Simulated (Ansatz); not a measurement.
Question: IrPt (CsCl type, Pm-3m) is relaxed with the program Ansatz at the PBE level (PAW). What lattice parameters of the conventional cell result?

Answer: a = 3.134 Å.

The start of the workflow was typed in or built on a structure type; neither database checked (COD, Materials Project) lists it. Whether it is the stable phase at ambient conditions was not checked. The PBE relaxation kept the symmetry of its start; whether a distortion lowers the energy is not shown. The run is not spin-polarised. Its formation energy is positive at this level, so the cell may be metastable or incomplete. Spin–orbit coupling is left out wherever it is not named.

Potentials: the earlier of the program's two PAW sets.
